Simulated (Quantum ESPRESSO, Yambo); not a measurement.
# Quasiparticle gap of Rb2LiScF6

```cif
data_F24Li4Rb8Sc4
_chemical_formula_sum 'Li4 F24 Sc4 Rb8'
_space_group_name_H-M_alt 'Fm-3m'
_space_group_IT_number 225
_space_group_name_Hall '-F 4 2 3'
_cell_length_a 8.46705
_cell_length_b 8.46705
_cell_length_c 8.46705
_cell_angle_alpha 90.000
_cell_angle_beta 90.000
_cell_angle_gamma 90.000
loop_
_atom_site_label
_atom_site_type_symbol
_atom_site_symmetry_multiplicity
_atom_site_Wyckoff_symbol
_atom_site_fract_x
_atom_site_fract_y
_atom_site_fract_z
_atom_site_occupancy
Li1 Li 4 b 0.50000 0.50000 0.50000 1
F1 F 24 e 0.00000 0.00000 0.24190 1
Sc1 Sc 4 a 0.00000 0.00000 0.00000 1
Rb1 Rb 8 c 0.25000 0.25000 0.25000 1
```
(The calculation used a cell of 10 atoms; values per cell refer to that cell.)

The geometry is that of Materials Project entry mp-1113703, symmetrised and not relaxed again.

Starting point: PBEsol (pw.x of Quantum ESPRESSO, ONCV potentials, without SOC). G0W0 in Yambo: 2×2×2 Γ-centred k mesh, bands 3 to 290 and a 8 Ry block in the screening, 290 bands in G with the Bruneval-Gonze terminator, plasmon pole fitted at 27.2 eV.

```json
{
 "PBEsol gap along the band path": "6.74 eV",
 "PBEsol gap between the mesh's edge points (Γ → Γ)": "6.74 eV",
 "G0W0 gap between the same points": "11.88 eV"
}
```

| k point | band | E PBEsol (eV) | E QP (eV) | shift (eV) | Z |
|---|---|---|---|---|---|
| Γ | VB | 0.00 | -2.25 | -2.25 | 0.80 |
| Γ | CB | 6.74 | 9.63 | 2.89 | 0.83 |
| L | VB | -0.18 | -2.46 | -2.28 | 0.80 |
| L | CB | 6.82 | 9.72 | 2.90 | 0.83 |
| X | VB | -0.02 | -2.26 | -2.24 | 0.80 |
| X | CB | 6.80 | 9.73 | 2.93 | 0.83 |

Energies count from the PBEsol valence-band maximum.

Nearest settings tried, and what they do to the gap: 187 bands in G: -2 meV; 138 bands in W: +83 meV; 7 Ry block (339 vectors against 411): +12 meV. Not varied: mesh. So the settings aren't converged at that level. The k mesh is coarse.

The structure is a Materials Project entry; no match was found in the copy of COD used, and its stability was not checked.
